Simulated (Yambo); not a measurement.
A G0W0@LDA run in Yambo for K$_{3}$RhF$_{6}$ (space group Fm-3m, No. 225) (2×2×2 Γ-centred k mesh, bands 5 to 328 and a 8 Ry block in the screening, 328 bands in G with the Bruneval-Gonze terminator, plasmon pole fitted at 27.2 eV) gives these matrix elements, in eV, at the band edges (X → X):

```
state               E0    <Vxc>     <Σx>  <Σc(E0)>      Z
---------------  -----  -------  -------  --------  -----
valence edge     0.000  -23.141  -29.502     4.383  0.796
conduction edge  2.029  -22.793  -16.708    -3.316  0.808
```

**Question.** Solve the linearised quasiparticle equation for both states, give the gap, and say how exchange and correlation each act on it.

**Answer.** E = E0 + Z(Σx + Σc − Vxc). Valence: 0.000 + 0.796 × (-29.502 + (4.383) − (-23.141)) = -1.58 eV. Conduction: 2.029 + 0.808 × (-16.708 + (-3.316) − (-22.793)) = 4.27 eV. The gap is 5.84 eV, against 2.03 eV in LDA. Replacing Vxc by bare exchange alone would open it by 12.45 eV; correlation takes back 7.70 eV of that, and Z scales what is left. Nearest settings tried, and what they do to the gap: 255 bands in W, 255 bands in G: +28 meV; 6 Ry block (307 vectors against 531): -5 meV; 4×4×4 mesh: +77 meV. So the settings aren't converged at that level. The k mesh is coarse. Spin-orbit splittings are left out.

Geometry of the Materials Project entry, not relaxed at this level; primitive cell a = b = c = 6.237 Å, α = β = γ = 60.00°.

The structure is a Materials Project entry; no match was found in the copy of COD used, and its stability was not checked.
